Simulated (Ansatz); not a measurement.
**SnO₂ (I4_1/amd), stationary points along a deformation path**

These are results of Ansatz 0.2.0, DFT LDA, scalar-relativistic, plane waves, PAW, not measurements. The runs took a 420 eV cutoff, a Γ-centred 10×10×10 mesh and Gaussian smearing (0.05 eV). No spin polarisation. Energies are free energies at this smearing, counted from the undisturbed cell; pressure is positive in compression.

The starting cell (relaxed at this level; this form isn't the usual structure):

```yaml
crystal:
  lattice:
    - [-1.98611, 1.98611, 5.09017]
    - [1.98611, -1.98611, 5.09017]
    - [1.98611, 1.98611, -5.09017]
  atoms:
    - { symbol: Sn, position: [0.75000, 0.25000, 0.50000] }
    - { symbol: Sn, position: [0.00000, 0.00000, 0.00000] }
    - { symbol: O, position: [0.79700, 0.79700, 0.00000] }
    - { symbol: O, position: [0.95300, 0.45300, 0.50000] }
    - { symbol: O, position: [0.20300, 0.20300, 0.00000] }
    - { symbol: O, position: [0.54700, 0.04700, 0.50000] }
```

At fixed volume and fractional coordinates, lengths along (0.000, 0.000, 1.000) are scaled against those across it; ρ is that ratio over its starting value. V = 13.386 Å³/atom. Δσ is the stress along the axis less the mean stress across it (compression positive).

```
    ρ  ΔE (meV/atom)  Δσ (GPa) space group
0.800          444.0     85.37     I4_1/amd
0.850          212.1     53.34     I4_1/amd
0.920           48.9     22.51     I4_1/amd
0.960           11.0      9.95     I4_1/amd
1.000            0.0      0.01     I4_1/amd
1.050           13.6     -9.61     I4_1/amd
1.100           48.2    -16.85     I4_1/amd
1.200          154.9    -26.44     I4_1/amd
1.300          286.2    -32.03     I4_1/amd
```

How does the stress give the slope of the energy, and where is the energy stationary?

Along the path d ln(length) is 2/3 d ln ρ on the axis and −1/3 d ln ρ across it, so dE/d ln ρ = −(2/3) V Δσ: the energy falls with ρ where Δσ is positive. Δσ vanishes or changes sign at ρ = 1.000 (I4_1/amd), a minimum at 0.0 meV/atom. Pairs of stationary points between two samples would go unseen, and could change a minimum read from distant neighbours into a maximum.

Integrate that slope from ρ = 1 to 1.200 by the trapezoid rule.

With V/N in Å³ and 1 eV/Å³ = 160.2 GPa the slopes at ρ = 1.000, 1.050, 1.100, 1.200 are 0, 535, 939, 1473 meV/atom per unit of ln ρ. The steps add 13.0 + 34.3 + 104.9 = 152.2 meV/atom, against 154.9 from the energies; the trapezoid rule misses the curvature of the slope within each step.

Forces appear on the atoms along this scan, and letting them relax would lower the energy and soften the response.

Cost: 9 runs of about 1.7 core-minutes in all, on Oxide Virtual Turin-like Processor (Zen 5) (shared hosts).